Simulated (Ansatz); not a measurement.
**Zone-centre phonons of PbC2 at 22 GPa: input and output**

Level of theory: DFT PBEsol, scalar-relativistic, plane waves, PAW (Ansatz).

It can be run as:
```bash
ansatz run input.yaml --threads 1 --pin off --backend cpu --events-out ev --progress --plain --runs-dir out  # memory cap (--max-ram) not shown
```

Input (bare energies are in eV):
```yaml
crystal:
  lattice:
    - [-1.8561921119, 1.8561921119, 3.1628212427]
    - [1.8561921119, -1.8561921119, 3.1628212427]
    - [1.8561921119, 1.8561921119, -3.1628212427]
  atoms:
    - { symbol: Pb, position: [0.0, 0.0, 0.0] }
    - { symbol: C, position: [0.5993821515, 0.5993821515, 0.0] }
    - { symbol: C, position: [0.4006178485, 0.4006178485, 0.0] }
basis:
  ecutwfc: 420
kpoints:
  mp_grid: { grid: [10, 10, 10] }
hamiltonian:
  xc: pbesol
scf:
  occupations: { method: fixed }
output:
  eigenvalues: true
phonons:
  method: dfpt
  eigenvectors: true
```

Results section of the output:
```
--- Phonons (Γ-DFPT): 4 representative perturbations + reference, on 171 of 1000 k-points (Σ response iterations 14) ---
  k mesh reduced under 4 symmetry operations, with k and −k counted as one. Each operation leaves every solved displacement unchanged or reverses it
  ASR residual: 1.133e-4 → 0.000e0 eV/Å²; symmetrization residual: 4.269e-7 eV/Å²
  ASR residual per site (eV/Å²): 9.14e-5 1.13e-4 1.13e-4
  Γ frequencies (cm⁻¹): -195.78 -195.78 0.00 0.00 0.00 204.64 237.97 237.97 1875.18
  non-analytic LO–TO correction: not included (Born effective charges unavailable; polar crystals: no LO–TO splitting at Γ)
```

Its imaginary modes show that this cell, built by swapping an element in a database structure, isn't a minimum of the energy. Spin–orbit coupling is left out, which matters for heavy elements. The bands were filled as in an insulator; under compression the gap may have closed between mesh points.

Negative frequencies stand for imaginary ones: the cell is unstable against these modes.